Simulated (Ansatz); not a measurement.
InAs (zinc blende, F-43m) under volume change, the program Ansatz at the LDA level (PAW), scaled uniformly.

```csv
V (Å³/atom),E − E(relaxed) (meV/atom),P (GPa)
24.890,49.7,7.07
25.710,20.8,4.31
26.531,4.9,1.97
27.352,0.0,0.00
28.172,4.4,-1.66
28.993,16.5,-3.05
29.813,35.2,-4.22
```

Q: What does a third-order Birch–Murnaghan fit give for V₀, B₀ and B′?

A: V₀ = 27.35 Å³/atom, B₀ = 60.0 GPa, B′ = 4.7.

Symmetry was held in the LDA relaxation; of distortions, only those at the zone centre were tested.

Potentials: the later of the program's two PAW sets.
